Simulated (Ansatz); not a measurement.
ZrB2:
```
ZrB2
1.0
   -1.71169     1.71169     3.13909
    1.71169    -1.71169     3.13909
    1.71169     1.71169    -3.13909
Zr B
1 2
Direct
  0.00000   0.00000   0.00000
  0.37579   0.37579   0.00000
  0.62421   0.62421   0.00000
```

Relaxed with PBEsol. Special points in fractions of this cell's reciprocal vectors: Γ (0.000, 0.000, 0.000); X (0.000, 0.000, 0.500); P (0.250, 0.250, 0.250); N (0.000, 0.500, 0.000); M (0.500, 0.500, -0.500); S (0.324, 0.676, -0.324); S0 (-0.324, 0.324, 0.324); R (-0.149, 0.149, 0.500); G (0.500, 0.500, -0.149).

Problem. List the band energies nearest the Fermi level at these points for PBEsol in the plane-wave PAW code Ansatz.

Solution. In eV from the Fermi level; about four levels below and three above (degenerate sets whole), none deeper than 8.9 eV; points with the same levels are listed once.

```json
[
 {"k": "Γ", "below": "-4.14 -0.40 -0.40 -0.14", "above": "0.74 1.31 1.31"},
 {"k": "X", "below": "-3.08 -1.87 -1.64 -0.28", "above": "1.90 5.09 5.77"},
 {"k": "P", "below": "-8.77 -3.48 -3.21 -3.21", "above": "0.64 0.78 0.78"},
 {"k": "N", "below": "-6.02 -3.03 -2.42 -1.11", "above": "2.52 3.01 4.52"},
 {"k": "M", "below": "-5.42 -1.14 -0.44 -0.44", "above": "0.39 3.29 3.46 3.46"},
 {"k": "S", "below": "-4.96 -4.27 -2.13 -0.89", "above": "2.98 3.11 3.78"},
 {"k": "R", "below": "-4.31 -3.01 -2.17 -1.26", "above": "0.29 2.18 4.43"}
]
```

Space group I4/mmm (MoSi2 or CaC2 type). A made-up cell: these elements were put on the sites of a structure type; neither database checked (COD, Materials Project) lists it. It is not the phase usual at ambient conditions (space group No. 191). Symmetry was held in the PBEsol relaxation; whether a distortion lowers the energy is not shown. The run is not spin-polarised. Scalar-relativistic: spin–orbit coupling is off unless named, which matters more the heavier the elements.

Potentials: the later of the program's two PAW sets.
